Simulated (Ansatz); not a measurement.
Input and command of a plane-wave DFT calculation in Ansatz:

```yaml
crystal:
  lattice:
    - [4.525297939, 0.0, 0.0]
    - [-2.2626489695, 3.9190229748, 0.0]
    - [0.0, 0.0, 4.7214]
  atoms:
    - { symbol: Sr, position: [0.0, 0.0, 0.0052950396] }
    - { symbol: Al, position: [0.3333333333, 0.6666666667, 0.4589] }
    - { symbol: Al, position: [0.6666666667, 0.3333333333, 0.5411] }
    - { symbol: H, position: [0.3333333333, 0.6666666667, 0.0976] }
    - { symbol: H, position: [0.6666666667, 0.3333333333, 0.9024] }
basis:
  ecutwfc: 420
kpoints:
  mp_grid: { grid: [12, 12, 10] }
hamiltonian:
  xc: pbesol
scf:
  occupations: { method: gaussian, width: 0.15 }
output:
  forces: true
  stress: true
  eigenvalues: true
```

```bash
ansatz run input.yaml --threads 1 --pin off --max-ram 2560MiB --backend cpu --events-out ev --progress --plain --runs-dir out
```

Processor: Arm Neoverse V1, 1 thread, on a host shared with other jobs.

How long does it run, and how much memory does it take?

About 23 s on 1 thread of Arm Neoverse V1 (shared host), peak memory 0.48 GiB. It solves 14 bands at 162 k points (the mesh reduced by symmetry) with about 1629 plane waves, in 6 SCF iterations.
